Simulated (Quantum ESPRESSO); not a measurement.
# MoW3S8: a curve over one atom's position

Computed values, not a measurement. The program is pw.x of Quantum ESPRESSO 7.5 (plane-wave density functional theory). The cell is made up: 12 atoms on a layered 2H lattice, with randomly drawn elements, strain and displacements, not relaxed. PseudoDojo standard norm-conserving files (v0.5 for PBE, v0.4.1 for LDA and PBEsol) set the functional; there is no spin polarisation, spin-orbit coupling or dispersion term, and the masses in the input are unused placeholders.

Seven runs move atom 11 (S, counted in the order of the input) along x and keep all else fixed.

Input of the run at -0.0133:

```
&control calculation='scf', pseudo_dir='./dojo.nc.sr.pbe.v0_5.standard.upf', outdir='./o', disk_io='low', tprnfor=.true., tstress=.true. /
&system ibrav=0, nat=12, ntyp=3, nbnd=58, ecutwfc=79.96652505, nosym=.true., tot_charge=0,
 occupations='smearing', smearing='fd', degauss=0.0018374661
/
&electrons conv_thr=7.350e-09, electron_maxstep=60, /
ATOMIC_SPECIES
Mo 1.0 Mo.upf
S 1.0 S.upf
W 1.0 W.upf
CELL_PARAMETERS angstrom
3.1576 0.0 0.0
0.0 5.469 0.0
0.0 0.0 12.5111
ATOMIC_POSITIONS angstrom
Mo 0.0019 1.8243 3.1159
W 1.5781 0.9448 9.3624
W 1.5166 4.543 3.1412
W -0.0212 3.6486 9.3692
S -0.0221 1.8567 7.8019
S -0.0069 1.8426 10.9237
S 1.5662 0.9505 1.5699
S 1.5694 0.9145 4.6187
S 1.5577 4.6098 7.8285
S 1.5731 4.5102 11.0121
S -0.076 3.6753 1.5864
S 0.0573 3.6437 4.7057
K_POINTS automatic
7 4 2 1 1 1
```

| shift of atom 11 along x (Å) | free energy less that of the input shown (eV) | Fx on atom 11 (eV/Å) | Fy on atom 11 (eV/Å) | Fz on atom 11 (eV/Å) | pressure (GPa) | iterations |
| --- | --- | --- | --- | --- | --- | --- |
| -0.1075 | 0.0765 | 1.361 | -0.342 | -0.698 | 5.03 | 20 |
| -0.0652 | 0.0293 | 0.868 | -0.279 | -0.601 | 4.96 | 21 |
| -0.0133 | 0.0000 | 0.261 | -0.239 | -0.548 | 4.92 | 17 |
| +0.0366 | 0.0016 | -0.323 | -0.241 | -0.566 | 4.93 | 19 |
| +0.0850 | 0.0309 | -0.889 | -0.281 | -0.648 | 4.99 | 21 |
| +0.0968 | 0.0422 | -1.027 | -0.296 | -0.678 | 5.01 | 21 |
| +0.1063 | 0.0525 | -1.138 | -0.310 | -0.705 | 5.03 | 20 |

A cubic fit gives dFx/dx = -11.71 eV/Å² at zero shift. Across the table the free energy follows the integral of the force to within 0.1 meV. A rerun of one of the cells at a cutoff of 1377 eV and k mesh 9 x 6 x 4 moved values by no more than 0.003 eV in energy, 0.03 GPa in stress and 0.003 eV/Å in force.